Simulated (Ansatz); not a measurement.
LiCl:
```xyz
2
Lattice="0.0000 2.4823 2.4823 2.4823 0.0000 2.4823 2.4823 2.4823 0.0000" Properties=species:S:1:pos:R:3 pbc="T T T"
Li     0.0000     0.0000     0.0000
Cl     2.4823     2.4823     2.4823
```

Relaxed with LDA. Special points in fractions of this cell's reciprocal vectors: Γ (0.000, 0.000, 0.000); X (0.500, 0.000, 0.500); U (0.625, 0.250, 0.625); K (0.375, 0.375, 0.750); L (0.500, 0.500, 0.500); W (0.500, 0.250, 0.750).

List the band energies nearest the valence-band maximum at these points for the program Ansatz at the LDA level (PAW).

In eV from the valence-band maximum; about four levels below and three above (degenerate sets whole), none deeper than 8.9 eV; points with the same levels are listed once.

| k | below | above |
|---|---|---|
| Γ | -0.01 -0.01 -0.01 | 6.59 11.63 11.63 11.63 |
| X | -3.48 -1.34 -1.34 | 7.78 7.78 12.95 |
| U | -3.00 -2.15 -1.01 | 7.82 9.92 11.70 |
| L | -3.32 -0.31 -0.31 | 6.48 9.15 9.15 |
| W | -2.58 -2.58 -1.27 | 9.63 10.00 10.41 10.41 |

Space group Fm-3m (rock salt). Symmetry was held in the LDA relaxation; phonons on a q-mesh show no instability.

Potentials: the later of the program's two PAW sets.
